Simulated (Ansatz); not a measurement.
GeRh (rock salt, Fm-3m), PBE in the plane-wave PAW code Ansatz, all energies at zero smearing, with the estimated change up to a 700 eV cutoff added, with one set of potentials and settings (totals compare only within such a set). Cell of 2 atoms (1 Ge, 1 Rh): -10698.126 eV.

```csv
element,reference phase,E (eV/atom)
Ge,"Fd-3m, 2 atoms in the cell",-4294.9847
Rh,"Fm-3m, 1 atoms in the cell",-6402.8911
```

Formation energy per atom, worked out: (-10698.126 − 1×(-4294.9847) − 1×(-6402.8911))/2 = -0.125 eV/atom (-12 kJ per mol of atoms), at 0 K, without zero-point energy or fitted corrections.

The cell is a constructed one: a structure type filled with these elements; neither database checked (COD, Materials Project) lists it. COD files the formula under space group No. 62, so this cell is another polymorph or a model. Whether it is the stable phase at ambient conditions was not checked. The cell was relaxed with PBE under the symmetry of its start; its stability against distortions is not shown here. No spin polarisation was allowed. The references are the lowest solids computed at this level, not always the standard phases.

Potentials: the later of the program's two PAW sets.
